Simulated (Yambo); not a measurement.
```xyz
8
Lattice="2.8615 0.0000 0.0000 0.0000 4.2635 0.0000 0.0000 0.0000 4.7700" Properties=species:S:1:pos:R:3 pbc="T T T"
H      1.4308     0.8293     4.6601
H      0.0000     3.4342     2.2751
O      0.0000     2.1425     3.0947
O      1.4308     2.1210     0.7097
O      0.0000     0.0040     1.6626
O      1.4308     4.2595     4.0476
Al     1.4308     1.1782     2.3426
Al     0.0000     3.0853     4.7276
```

The geometry is that of Materials Project entry mp-23807, symmetrised and not relaxed again.

### Question
Where are the main features of Im ε from RPA with local fields on PBEsol bands (Yambo; 10×6×6 mesh, 49 bands, 3 Ry local-field block, 0.2 eV broadening; field along y)?

### Answer
Peaks at 6.9 eV (0.8), 8.0 eV (1.4), 10.9 eV (4.4), 13.0 eV (4.4), 15.8 eV (4.4), heights in brackets. Peak heights and small wiggles depend on the k mesh. Convergence of the RPA response with its 10×6×6 mesh was not tested. No excitonic effects at this level.
